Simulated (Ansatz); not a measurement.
Level of theory: Ansatz 0.2.0, DFT PBE, scalar-relativistic, plane waves, PAW, and for the lanthanide a 4f-in-core norm-conserving potential. All cells share a 660 eV cutoff and Γ-centred k meshes spaced at most about 0.3 Å⁻¹ (about 0.25 or finer for metals, 2π included). Collinear spin in cells that started with moments and kept them past the coarse steps, no spin elsewhere.

Temperature and zero-point effects are left out.

Two relaxed structures of PrH2Ir:

1. (site moments Ir 0.9 μB)

```cif
data_structure
_symmetry_space_group_name_H-M 'P6/mmm'
_symmetry_Int_Tables_number 191
_cell_length_a 3.8251
_cell_length_b 3.8251
_cell_length_c 5.6743
_cell_angle_alpha 90.000
_cell_angle_beta 90.000
_cell_angle_gamma 120.000
_cell_volume 71.90
loop_
_atom_site_label
_atom_site_type_symbol
_atom_site_symmetry_multiplicity
_atom_site_Wyckoff_symbol
_atom_site_fract_x
_atom_site_fract_y
_atom_site_fract_z
_atom_site_occupancy
Pr1 Pr 1 b 0.00000 0.00000 0.50000 1
H1 H 2 d 0.33333 0.66667 0.50000 1
Ir1 Ir 1 a 0.00000 0.00000 0.00000 1
```

2. (no spin)

```cif
data_structure
_symmetry_space_group_name_H-M 'Cmmm'
_symmetry_Int_Tables_number 65
_cell_length_a 3.5638
_cell_length_b 5.5228
_cell_length_c 5.7487
_cell_angle_alpha 90.000
_cell_angle_beta 90.000
_cell_angle_gamma 90.000
_cell_volume 113.15
loop_
_atom_site_label
_atom_site_type_symbol
_atom_site_symmetry_multiplicity
_atom_site_Wyckoff_symbol
_atom_site_fract_x
_atom_site_fract_y
_atom_site_fract_z
_atom_site_occupancy
Pr1 Pr 2 d 0.00000 0.00000 0.50000 1
H1 H 4 i 0.50000 0.83710 0.00000 1
Ir1 Ir 2 a 0.00000 0.00000 0.00000 1
```

Task: Which form is favoured at zero pressure, and by what margin per atom?

Result: Cell 2 is lower, by 0.34 eV/atom. Cell 1 has space group P6/mmm (No. 191), 18.0 Å³/atom and no gap on its mesh; cell 2 has space group Cmmm (No. 65), 14.1 Å³/atom and no gap. Counting H atoms around Ir and Pr (those within 1.25 times the shortest such distance or 1.15 times the sum of covalent radii, 1.27 where that leaves under three; the shortest distance is added where it exceeds 1.18 times the sum of covalent radii), cell 1 has Pr 6, Ir 12 from 3.6 Å and cell 2 has Pr 12 from 3.4 Å, Ir 6. Their magnetic states differ too. The denser one is the lower, and pressure would at first widen the difference. Even the lower one lies +0.34 eV/atom against the reference forms of the elements (uncorrected), so neither is stable at this level. In cell 1, around Pr lie 6 H at 2.21 Å and 2 Ir at 2.84 Å; around H lie 3 Pr at 2.21 Å and 3 H at 2.21 Å; Ir has 2 Pr at 2.84 Å. In cell 2, around Pr lie 2 Ir at 2.87 Å and 4 Pr at 3.29 Å; around H lie 1 H at 1.80 Å, 1 Ir at 1.86 Å, 2 Ir at 2.00 Å and 2 H at 2.03 Å; around Ir lie 2 H at 1.86 Å, 4 H at 2.00 Å and 2 Pr at 2.87 Å. Both come from invented guesses. A third cell relaxed alike, in P4/mmm, lies 0.37 eV/atom below the lower of the two.

These runs have no spin–orbit coupling, which can matter for Ir. With hydrogen, zero-point motion can shift such differences by 10 meV/atom or more. Another magnetic order may lie lower. Cells relaxed within their symmetry can be saddle points.

The lanthanide is trivalent by construction, without f bands, f moments or other valences.
